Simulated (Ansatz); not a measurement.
Ta:
```xyz
1
Lattice="-1.6503 1.6503 1.6503 1.6503 -1.6503 1.6503 1.6503 1.6503 -1.6503" Properties=species:S:1:pos:R:3 pbc="T T T"
Ta     0.0000     0.0000     0.0000
```

Relaxed with r²SCAN+D4. Special points in fractions of this cell's reciprocal vectors: Γ (0.000, 0.000, 0.000); H (0.500, -0.500, 0.500); N (0.000, 0.000, 0.500); P (0.250, 0.250, 0.250).

Q: List the band energies nearest the Fermi level at these points for plane-wave PAW r²SCAN+D4 (Ansatz code).

A: In eV from the Fermi level; about four levels below and three above (degenerate sets whole), none deeper than 8.9 eV; points with the same levels are listed once.

```json
[
 {"k": "Γ", "below": "-8.30", "above": "0.84 0.84 0.84"},
 {"k": "H", "below": "-3.96 -3.96", "above": "7.12 7.12 7.12"},
 {"k": "N", "below": "-4.56 -1.57", "above": "1.47 4.21 5.28"},
 {"k": "P", "below": "-1.35 -1.35 -1.35", "above": "5.46 5.46 7.79"}
]
```

Space group Im-3m (bcc (W type)). The cell was relaxed with r²SCAN+D4 under the symmetry of its start. No spin polarisation was allowed. The pairwise dispersion correction was not fitted to metals. Scalar-relativistic: spin–orbit coupling is off unless named, which matters more the heavier the elements.

Potentials: the later of the program's two PAW sets.
